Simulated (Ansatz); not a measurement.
A trial cell of Y2MgC2, before relaxation:

```cif
data_structure
_symmetry_space_group_name_H-M 'R-3m:H'
_symmetry_Int_Tables_number 166
_cell_length_a 4.8098
_cell_length_b 4.8098
_cell_length_c 14.8336
_cell_angle_alpha 90.000
_cell_angle_beta 90.000
_cell_angle_gamma 120.000
_cell_volume 297.18
loop_
_atom_site_label
_atom_site_type_symbol
_atom_site_symmetry_multiplicity
_atom_site_Wyckoff_symbol
_atom_site_fract_x
_atom_site_fract_y
_atom_site_fract_z
_atom_site_occupancy
Y1 Y 6 c 0.00000 0.00000 0.26809 1
Mg1 Mg 3 b 0.33333 0.66667 0.16667 1
C1 C 6 c 0.66667 0.33333 0.21347 1
```

All numbers below come from Ansatz, DFT PBE, scalar-relativistic, plane waves, PAW. Cutoff 420 eV, Gaussian smearing, Γ-centred meshes. Cell and atoms relax first on a coarse mesh and then on a finer one. In between, the cell is made exact in the group found at 0.06 Å. In metals the finer mesh still leaves noise of several meV/atom or more. The steps can't lower the symmetry of their start. No spin polarisation in the relaxation; trial moments died out in a coarse test.

A guess keeps its type if space group and coordination stay and the shape of the cell changes little (axis ratios within about 15 %, angles within 6°); the volume may change.

Task: Will the relaxed cell still be of the starting type?

Result: It doesn't keep its type. The symmetry stays R-3m (No. 166). The volume per atom stays near 19.8 Å³. The shortest distance goes from 2.20 Å (Y–C) to 2.33 Å (Y–C). The ratio c/a of the conventional cell changes by a factor of 2.22. Counting neighbours within 15 % of an atom's shortest distance, the start has C 1, Mg 12, Y 1 and the end C 6, Mg 6, Y 3. In detail, at the end Y has 3 C at 2.33 Å and 3 Mg at 3.15 Å; Mg has 6 C at 2.53 Å and 6 Y at 3.15 Å; around C lie 3 Y at 2.33 Å and 3 Mg at 2.53 Å.

```
Y Mg C
1.0
     1.84157    1.06323    8.40835
    -1.84157    1.06323    8.40835
     0.00000   -2.12646    8.40835
Y Mg C
2 1 2
Direct
  0.25882 0.25882 0.25882
  0.74118 0.74118 0.74118
  0.50000 0.50000 0.50000
  0.88800 0.88800 0.88800
  0.11200 0.11200 0.11200
```

The last run used a 12×12×12 mesh for its 5-atom cell and Gaussian smearing of 0.10 eV. A structure relaxed within its symmetry needn't be a true minimum.
